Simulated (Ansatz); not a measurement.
Input and output for Au (fcc type): DFT, LDA, all-electron LAPW, scalar-relativistic (Ansatz 0.2.0). This run: fcc relaxed.

The cell comes from a relaxation on PAW files under the same functional.

Command: `ansatz run input.yaml --threads 1 --pin off --max-ram 3072MiB --backend cpu --events-out ev --progress --plain --runs-dir out` It took 35 s on 1 thread of Arm Neoverse V1, with other jobs on the host, peak memory 0.45 GiB.

```yaml
crystal:
  lattice:
    - [0.0, 2.0232464855, 2.0232464855]
    - [2.0232464855, 0.0, 2.0232464855]
    - [2.0232464855, 2.0232464855, 0.0]
  atoms:
    - { symbol: Au, position: [0.0, 0.0, 0.0] }
kpoints:
  mp_grid: { grid: [17, 17, 17] }
scf:
  occupations: { method: fermi_dirac, width: 0.05 }
hamiltonian:
  xc: lda
  pseudopotentials: { kind: all_electron, lapw: { basis_error: 0.0005 } }
output:
  forces: true
  stress: true
  eigenvalues: true
  populations: true
relax:
  f_tol: 0.005
  max_steps: 25
  cell: {}
```

Output:

```
The last accepted step is kept in <dir> (removed where the run ends without a failure and the disk answers)
Au: projections on atomic orbitals take those of the free atom 1s2 2s2 2p6 3s2 3p6 3d10 4s2 4p6 4d10 4f14 5s2 5p6 5d10 6s1, of charge +0.00 (hamiltonian.pseudopotentials.projection_atoms)
LAPW: plane waves up to 8.738 Å⁻¹, error target 5.0e-4 eV per atom; small_component_spin mean_spin; Au in spheres of 1.388 Å, 43 of its electrons in bands, Dirac shells [] (how accurate: hamiltonian.pseudopotentials.lapw.basis_error, Limitations)
Engine: ansatz 0.2.0
Pseudopotentials: kind: all_electron
Pseudopotential: Au, LAPW, valence charge 43, lapw/all_electron/scalar/gaussian/Au, Koelling and Harmon's equation, gaussian nucleus
Functional definition: SPW92
  exchange = slater_x
  correlation = pw_c
Crystal: 1 atoms, lattice volume = 16.564 Å³
Basis set: ecut = 290.9009259452905 eV, 169 PW (Γ), exchange–correlation at level 2
Bands: 26, of which v1, the nominal top of the filled ones, is band 22 counted from 1 (21 counted from 0)
Symmetry: 48 space group operations
Space group: Fm-3m (ITA 225), of the structure as read, at distance tolerance 2.5e-5 Å
k-points: 165 of 4913
Non-local potential: Au, projectors of the file, none
Initial density: superposition of atomic densities (chi_scale 0.1, normalization cell)
Initial wavefunctions: plane waves of lowest kinetic energy (no species holds an atomic orbital)
Functional: x = slater, c = lda
iter 1 solved again at ethr=2.03e-4 eV; its pass at ethr=1.00e-1 eV (dr2=8.74e-2 eV) is discarded
SCF iter   1: F=—  HF=-516941.014805 eV  |F-HF|=—  |Δ(HF+E_count)|=         —  Δρ=2.98e-2  dr2=8.76e-2  ethr=2.03e-4  ⟨swp⟩=2.9  Hψ=26953  notcnv=0
preconditioner: auto → none  [insulator: Δε(μ)=0.162 eV  Ē_g=15.841 eV  σ=0.050 eV  W_gap=0.50  n_scr=14 (ndim 8)  ℏωp=30.3 eV  f_vac=0.036  D(μ)=0.22/eV (n_scr^D=0)  ε∞_Penn≈4.6]
iter 2 solved again at ethr=6.70e-7 eV; its pass at ethr=2.03e-4 eV (dr2=2.88e-4 eV) is discarded
SCF iter   2: F=—  HF=-516940.734280 eV  |F-HF|=—  |Δ(HF+E_count)|=   2.81e-1  Δρ=1.71e-3  dr2=2.90e-4  ethr=6.70e-7  ⟨swp⟩=2.4  Hψ=22193  notcnv=0
SCF iter   3: F=—  HF=-516940.701745 eV  |F-HF|=—  |Δ(HF+E_count)|=   3.25e-2  Δρ=3.72e-3  dr2=1.24e-3  ethr=6.70e-7  ⟨swp⟩=3.0  Hψ=13419  notcnv=0
SCF iter   4: F=—  HF=-516940.699945 eV  |F-HF|=—  |Δ(HF+E_count)|=   1.80e-3  Δρ=1.09e-3  dr2=1.02e-4  ethr=6.70e-7  ⟨swp⟩=2.0  Hψ=12484  notcnv=0
SCF iter   5: F=—  HF=-516940.699816 eV  |F-HF|=—  |Δ(HF+E_count)|=   1.29e-4  Δρ=1.26e-4  dr2=1.24e-6  ethr=2.37e-7  ⟨swp⟩=2.0  Hψ=12483  notcnv=0
SCF iter   6: F=-516940.699816 eV  HF=-516940.699816 eV  |F-HF|=9.31e-10  |Δ(HF+E_count)|=   1.35e-7  Δρ=5.23e-6  dr2=1.74e-9  ethr=2.89e-9  ⟨swp⟩=2.0  Hψ=12483  notcnv=0
SCF 1 converged in 6 iterations: F = -516940.699816 eV  dr2 = 1.74e-9
relax step   1: F+E_penalty+E_count = -516940.69981601 eV  Δ(F+E_penalty+E_count) = +0.000e0 eV  max|allowed force component| = 0.000e0 eV/Å  Δτ_max = 0.0000 Å  P = +0.004 GPa  Ω = 16.564 Å³  (6 SCF iters, accepted)
Initial density: handed on by an earlier stage of this run
Initial wavefunctions: those handed on with the density
iter 1 solved again at ethr=4.22e-12 eV; its pass at ethr=1.00e-1 eV (dr2=1.82e-9 eV) is discarded
SCF iter   1: F=—  HF=-516940.699816 eV  |F-HF|=—  |Δ(HF+E_count)|=         —  Δρ=5.22e-6  dr2=1.74e-9  ethr=7.18e-12 (applied; sched 4.22e-12)  ⟨swp⟩=5.0  Hψ=22457  notcnv=0  reapply=2
preconditioner: auto → Kerker (q_TF=auto, 3.198 Å⁻¹)  [metal: Δε(μ)=0.068 eV  Ē_g=16.302 eV  σ=0.050 eV  W_gap=0.31  n_scr=14 (ndim 8)  ℏωp=30.3 eV  f_vac=0.013  D(μ)=0.35/eV (n_scr^D=0)]
SCF iter   2: F=-516940.699816 eV  HF=-516940.699816 eV  |F-HF|=0.00e0  |Δ(HF+E_count)|=   1.28e-9  Δρ=3.36e-6  dr2=8.69e-10  ethr=5.01e-12 (applied; sched 4.06e-12)  ⟨swp⟩=2.0  Hψ=12483  notcnv=0
SCF 2 converged in 2 iterations: F = -516940.699816 eV  dr2 = 8.69e-10
relax step   2: F+E_penalty+E_count = -516940.69981601 eV  Δ(F+E_penalty+E_count) = +4.657e-10 eV  max|allowed force component| = 0.000e0 eV/Å  Δτ_max = 0.0000 Å  P = +0.004 GPa  Ω = 16.564 Å³  stress off target by 4.23e-3 GPa  SCF on the basis re-selected at this cell (its energy is not comparable with the rows above)  (2 SCF iters)
basis re-selected at this cell: Δ(F+E_penalty+E_count) = +4.657e-10 eV, ΔP = -0.000 GPa vs the last step (what re-selecting the basis moved, after the strain that the cell walked since its last selection, with what the two solves' SCF thresholds leave and, on support functions, any second-order correction that the steps lacked; it is no measure of the basis error at this ecutwfc). This SCF's stress stands 4.23e-3 GPa from its target on what of the cell is left free (relax.cell.stress_tol is 5.00e-2 GPa) and its largest allowed force component is 0.00e0 eV/Å (relax.f_tol is 5.00e-3 eV/Å): within both
SCF converged after 2 iterations
Free energy (F): -516940.699816 eV
Harris-Foulkes:  -516940.699816 eV  (|F-HF|=0.00e0)
Internal energy: -516940.696951 eV  (E = F + TS)
E sigma→0 (E₀):  -516940.698383 eV
Entropy (-TS):   -0.002865 eV (-2.865 meV/atom)
Fermi energy:    25.858448 eV
--- Per-component energies (eV) ---
  E_band       = -3822.886937
  E_kinetic    = 589032.147493
  E_xc         = -9628.685097
  E_electrostatic = -1096344.159346  (all electrons and nuclei)
  E_smearing   = -0.002865  (= −TS)
  E_closure    = 0.000000  (closes the sum)
  E_atoms      = -516936.223186  (free atoms, spherical and without spin; not in F)
  Σ components = -516940.699816   (vs F -516940.699816, Δ=0.00e0)
  Basis errors (estimates in eV, not in F): energy 1.2e-4 per atom: plane waves 1.0e-4 (5.4e-5 summed), levels above the bands 8.9e-159, relativity 6.4e-9, radial functions 1.5e-5, core shells 4.9e-8; eigenvalues (radial functions only) 2.0e-7; not estimated: angular momenta, meshes, grids; target (lapw.basis_error) 5.0e-4; muffin-tin radii Au 1.388 Å
--- Forces (eV/Å), atoms counted from 1 ---
  atom   1  Au    -0.00000000    -0.00000000    -0.00000000
  max |Σ_I F_I| component: 1.31e-31 eV/Å
--- Stress (GPa, compression-positive) ---
        0.004226       0.000000       0.000000
        0.000000       0.004226      -0.000000
        0.000000      -0.000000       0.004226
  P = ⅓ Tr σ = 0.0042 GPa (0.042 kbar)
--- Band table (eV; the first three rows and the last of 165) ---
  k-point 0: bands = ["-296.7979", "-296.7979", "-296.7979", "-296.7848", "-296.7848", "-79.9528", "-53.0392", "-53.0287", "-53.0287", "-53.0287", "-53.0223", "-53.0223", "-53.0223", "-31.1622", "-31.1622", "-31.1622", "15.4816", "20.8890", "20.8890", "20.8890", "22.5083", "22.5083", "40.1661", "44.2648", "44.2648", "44.2648"]
  k-point 1: bands = ["-296.7979", "-296.7979", "-296.7979", "-296.7848", "-296.7848", "-79.9523", "-53.0392", "-53.0288", "-53.0288", "-53.0287", "-53.0223", "-53.0223", "-53.0223", "-31.1706", "-31.1634", "-31.1634", "15.6061", "20.8463", "20.9331", "20.9331", "22.4876", "22.4876", "40.3205", "43.4989", "44.4197", "44.4197"]
  k-point 2: bands = ["-296.7979", "-296.7979", "-296.7979", "-296.7848", "-296.7848", "-79.9510", "-53.0391", "-53.0289", "-53.0289", "-53.0287", "-53.0223", "-53.0222", "-53.0222", "-31.1947", "-31.1671", "-31.1671", "15.9683", "20.7404", "21.0461", "21.0461", "22.4479", "22.4479", "40.6718", "41.9302", "44.8574", "44.8574"]
  k-point 164: bands = ["-296.7979", "-296.7979", "-296.7979", "-296.7848", "-296.7848", "-79.9345", "-53.0384", "-53.0298", "-53.0298", "-53.0295", "-53.0220", "-53.0219", "-53.0219", "-31.3345", "-31.3196", "-31.2563", "19.5491", "20.2022", "20.5464", "22.3611", "24.0767", "30.1019", "31.9837", "32.5330", "35.5733", "48.1436"]
--- Relaxed structure (1 steps of the walk, 1 accepted, 1 SCFs on fresh bases) ---
  F+E_penalty+E_count = -516940.69981601 eV   max|allowed force component| = 0.000e0 eV/Å   (the final SCF, on the basis selected at the relaxed cell)
  cell:  # Å, volume = 16.5644 Å³
    - [0.0, 2.0232464855, 2.0232464855]
    - [2.0232464855, 0.0, 2.0232464855]
    - [2.0232464855, 2.0232464855, 0.0]
  atoms:
    - { symbol: Au, position: [0.0, 0.0, 0.0] }
--- Löwdin populations: 1 site ---
  site symbol       q [e]
     0     Au     78.8324
  spilling = 0.002122 (of n_electrons = 79.000000)
```

populations.tsv:

```
# site	symbol	l	j	q
# orbitals = lowdin
# n_electrons = 79.000000
# spilling = 0.002122
# projection_atom_Au: 1s2 2s2 2p6 3s2 3p6 3d10 4s2 4p6 4d10 4f14 5s2 5p6 5d10 6s1
0	Au	0_1S	-	1.999999
0	Au	0_2S	-	1.999995
0	Au	0_3S	-	1.999947
0	Au	0_4S	-	1.999459
0	Au	0_5S	-	1.992197
0	Au	0_6S	-	1.102804
0	Au	1_2P	-	6.000000
0	Au	1_3P	-	5.999997
0	Au	1_4P	-	5.999983
0	Au	1_5P	-	5.998969
0	Au	2_3D	-	9.999998
0	Au	2_4D	-	9.999984
0	Au	2_5D	-	9.739054
0	Au	3_4F	-	13.999982
```

Next run (bcc relaxed), as changes to the input before:

```diff
   lattice:
-    - [0.0, 2.0232464855, 2.0232464855]
-    - [2.0232464855, 0.0, 2.0232464855]
-    - [2.0232464855, 2.0232464855, 0.0]
+    - [-1.6071008517, 1.6071008517, 1.6071008517]
+    - [1.6071008517, -1.6071008517, 1.6071008517]
+    - [1.6071008517, 1.6071008517, -1.6071008517]
   atoms:
 kpoints:
-  mp_grid: { grid: [17, 17, 17] }
+  mp_grid: { grid: [18, 18, 18] }
 scf:
```

Command: `ansatz run input.yaml --threads 1 --pin off --max-ram 3072MiB --backend cpu --events-out ev --progress --plain --runs-dir out` It took 38 s on 1 thread of Arm Neoverse V1, on a shared host, peak memory 0.46 GiB.

Results part of the output:

```
basis re-selected at this cell: Δ(F+E_penalty+E_count) = +2.328e-10 eV, ΔP = -0.000 GPa vs the last step (what re-selecting the basis moved, after the strain that the cell walked since its last selection, with what the two solves' SCF thresholds leave and, on support functions, any second-order correction that the steps lacked; it is no measure of the basis error at this ecutwfc). This SCF's stress stands 5.83e-3 GPa from its target on what of the cell is left free (relax.cell.stress_tol is 5.00e-2 GPa) and its largest allowed force component is 0.00e0 eV/Å (relax.f_tol is 5.00e-3 eV/Å): within both
SCF converged after 2 iterations
Free energy (F): -516940.682060 eV
Harris-Foulkes:  -516940.682060 eV  (|F-HF|=8.15e-10)
Internal energy: -516940.681044 eV  (E = F + TS)
E sigma→0 (E₀):  -516940.681552 eV
Entropy (-TS):   -0.001017 eV (-1.017 meV/atom)
Fermi energy:    25.680408 eV
--- Per-component energies (eV) ---
  E_band       = -3826.969227
  E_kinetic    = 589032.289776
  E_xc         = -9628.635989
  E_electrostatic = -1096344.334830  (all electrons and nuclei)
  E_smearing   = -0.001017  (= −TS)
  E_closure    = 0.000000  (closes the sum)
  E_atoms      = -516936.223186  (free atoms, spherical and without spin; not in F)
  Σ components = -516940.682060   (vs F -516940.682060, Δ=0.00e0)
  Basis errors (estimates in eV, not in F): energy 1.3e-4 per atom: plane waves 1.2e-4 (6.4e-5 summed), levels above the bands 2.4e-144, relativity 7.9e-9, radial functions 1.4e-5, core shells 1.2e-7; eigenvalues (radial functions only) 8.7e-7; not estimated: angular momenta, meshes, grids; target (lapw.basis_error) 5.0e-4; muffin-tin radii Au 1.350 Å
--- Forces (eV/Å), atoms counted from 1 ---
  atom   1  Au     0.00000000    -0.00000000     0.00000000
  max |Σ_I F_I| component: 6.57e-32 eV/Å
--- Stress (GPa, compression-positive) ---
       -0.005834       0.000000       0.000000
        0.000000      -0.005834      -0.000000
        0.000000      -0.000000      -0.005834
  P = ⅓ Tr σ = -0.0058 GPa (-0.058 kbar)
--- Band table (eV; the first three rows and the last of 195) ---
  k-point 0: bands = ["-296.9027", "-296.9027", "-296.9027", "-296.8777", "-296.8777", "-80.0513", "-53.1473", "-53.1314", "-53.1314", "-53.1314", "-53.1164", "-53.1164", "-53.1164", "-31.2549", "-31.2549", "-31.2549", "15.4405", "20.6364", "20.6364", "20.6364", "22.6912", "22.6912", "42.1043", "42.1043", "42.1043", "50.3167"]
  k-point 1: bands = ["-296.9027", "-296.9027", "-296.9027", "-296.8777", "-296.8777", "-80.0509", "-53.1474", "-53.1314", "-53.1314", "-53.1314", "-53.1165", "-53.1165", "-53.1165", "-31.2626", "-31.2577", "-31.2548", "15.5580", "20.5974", "20.6395", "20.7215", "22.6429", "22.6939", "42.1217", "42.1423", "42.2586", "48.7513"]
  k-point 2: bands = ["-296.9027", "-296.9027", "-296.9027", "-296.8777", "-296.8777", "-80.0495", "-53.1475", "-53.1314", "-53.1313", "-53.1313", "-53.1165", "-53.1165", "-53.1165", "-31.2847", "-31.2657", "-31.2545", "15.9012", "20.4869", "20.6446", "20.9723", "22.5248", "22.7031", "41.9804", "42.1563", "42.7092", "47.1437"]
  k-point 194: bands = ["-296.9027", "-296.9027", "-296.9027", "-296.8777", "-296.8777", "-80.0234", "-53.1499", "-53.1304", "-53.1304", "-53.1304", "-53.1171", "-53.1171", "-53.1171", "-31.4473", "-31.4473", "-31.4473", "18.5756", "18.5756", "23.9171", "23.9171", "23.9171", "31.9128", "31.9128", "31.9128", "35.5805", "42.0088"]
--- Relaxed structure (1 steps of the walk, 1 accepted, 1 SCFs on fresh bases) ---
  F+E_penalty+E_count = -516940.68206050 eV   max|allowed force component| = 0.000e0 eV/Å   (the final SCF, on the basis selected at the relaxed cell)
  cell:  # Å, volume = 16.6031 Å³
    - [-1.6071008517, 1.6071008517, 1.6071008517]
    - [1.6071008517, -1.6071008517, 1.6071008517]
    - [1.6071008517, 1.6071008517, -1.6071008517]
  atoms:
    - { symbol: Au, position: [0.0, 0.0, 0.0] }
--- Löwdin populations: 1 site ---
  site symbol       q [e]
     0     Au     78.8332
  spilling = 0.002111 (of n_electrons = 79.000000)
```

Next run (hcp relaxed), as changes to the input before:

```diff
   lattice:
-    - [-1.6071008517, 1.6071008517, 1.6071008517]
-    - [1.6071008517, -1.6071008517, 1.6071008517]
-    - [1.6071008517, 1.6071008517, -1.6071008517]
+    - [2.8467912931, 0.0, 0.0]
+    - [-1.4233956466, 2.4653935791, 0.0]
+    - [0.0, 0.0, 4.7279617427]
   atoms:
-    - { symbol: Au, position: [0.0, 0.0, 0.0] }
+    - { symbol: Au, position: [0.3333333333, 0.6666666667, 0.25] }
+    - { symbol: Au, position: [0.6666666667, 0.3333333333, 0.75] }
 kpoints:
-  mp_grid: { grid: [18, 18, 18] }
+  mp_grid: { grid: [16, 16, 9] }
 scf:
```

Results part of the output:

```
basis re-selected at this cell: Δ(F+E_penalty+E_count) = -8.149e-10 eV, ΔP = -0.000 GPa vs the last step (what re-selecting the basis moved, after the strain that the cell walked since its last selection, with what the two solves' SCF thresholds leave and, on support functions, any second-order correction that the steps lacked; it is no measure of the basis error at this ecutwfc). This SCF's stress stands 6.84e-3 GPa from its target on what of the cell is left free (relax.cell.stress_tol is 5.00e-2 GPa) and its largest allowed force component is 2.08e-17 eV/Å (relax.f_tol is 5.00e-3 eV/Å): within both
SCF converged after 2 iterations
Free energy (F): -1033881.375090 eV
Harris-Foulkes:  -1033881.375090 eV  (|F-HF|=4.66e-10)
Internal energy: -1033881.366797 eV  (E = F + TS)
E sigma→0 (E₀):  -1033881.370944 eV
Entropy (-TS):   -0.008293 eV (-4.147 meV/atom)
Fermi energy:    25.659359 eV
--- Per-component energies (eV) ---
  E_band       = -7649.581241
  E_kinetic    = 1178064.278163
  E_xc         = -19257.346818
  E_electrostatic = -2192688.298143  (all electrons and nuclei)
  E_smearing   = -0.008293  (= −TS)
  E_closure    = 0.000000  (closes the sum)
  E_atoms      = -1033872.446372  (free atoms, spherical and without spin; not in F)
  Σ components = -1033881.375090   (vs F -1033881.375090, Δ=0.00e0)
[... lines left out ...]
  k-point 1: bands = ["-296.8437", "-296.8437", "-296.8385", "-296.8385", "-296.8385", "-296.8385", "-296.8326", "-296.8326", "-296.8326", "-296.8326", "-79.9968", "-79.9851", "-53.0769", "-53.0764", "-53.0754", "-53.0754", "-53.0742", "-53.0742", "-53.0727", "-53.0727", "-53.0721", "-53.0721", "-53.0667", "-53.0667", "-53.0667", "-53.0667", "-31.4339", "-31.2387", "-31.2387", "-31.2163", "-31.2073", "-31.2073", "15.5516", "18.0161", "20.6920", "20.9295", "20.9295", "21.2709", "21.2709", "22.0582", "22.0582", "23.4659", "23.4659", "23.7561", "29.4429", "39.8970", "41.7613", "42.1623", "43.9987", "43.9987", "47.2660", "47.2660"]
  k-point 2: bands = ["-296.8437", "-296.8437", "-296.8385", "-296.8385", "-296.8385", "-296.8385", "-296.8326", "-296.8326", "-296.8326", "-296.8326", "-79.9957", "-79.9862", "-53.0768", "-53.0765", "-53.0754", "-53.0754", "-53.0742", "-53.0742", "-53.0727", "-53.0727", "-53.0722", "-53.0722", "-53.0667", "-53.0667", "-53.0667", "-53.0667", "-31.4140", "-31.2366", "-31.2358", "-31.2358", "-31.2102", "-31.2102", "15.8653", "17.9815", "20.6184", "20.8754", "20.8754", "21.1778", "21.1778", "22.2822", "22.2822", "22.5665", "23.4114", "23.4114", "31.2518", "39.4895", "41.5877", "41.8499", "43.7412", "43.7412", "46.3351", "46.3351"]
  k-point 149: bands = ["-296.8437", "-296.8437", "-296.8385", "-296.8385", "-296.8385", "-296.8385", "-296.8326", "-296.8326", "-296.8326", "-296.8326", "-79.9799", "-79.9798", "-53.0764", "-53.0763", "-53.0754", "-53.0754", "-53.0747", "-53.0747", "-53.0729", "-53.0728", "-53.0728", "-53.0727", "-53.0666", "-53.0665", "-53.0665", "-53.0665", "-31.4048", "-31.4043", "-31.3633", "-31.3531", "-31.2616", "-31.2591", "19.4292", "19.4346", "20.0914", "20.2320", "20.8578", "20.9432", "21.8226", "22.0007", "23.4999", "23.5812", "29.0238", "29.9274", "30.1452", "31.0724", "32.2773", "33.0827", "41.2800", "41.6951", "43.2868", "44.7138"]
--- Relaxed structure (1 steps of the walk, 1 accepted, 1 SCFs on fresh bases) ---
  F+E_penalty+E_count = -1033881.37509037 eV   max|allowed force component| = 2.082e-17 eV/Å   (the final SCF, on the basis selected at the relaxed cell)
  cell:  # Å, volume = 33.1830 Å³
    - [2.8467912931017603, 2.886767511005274e-11, 0.0]
    - [-1.42339564657588, 2.4653935790840418, 0.0]
    - [0.0, 0.0, 4.7279617427]
  atoms:
    - { symbol: Au, position: [0.33333333333333337, 0.6666666666666665, 0.25] }
    - { symbol: Au, position: [0.6666666666666667, 0.3333333333333333, 0.75] }
--- Löwdin populations: 2 sites ---
  site symbol       q [e]
     0     Au     78.8362
     1     Au     78.8362
  spilling = 0.002074 (of n_electrons = 158.000000)
```

Spin–orbit coupling is left out, which matters for the heavy atoms.
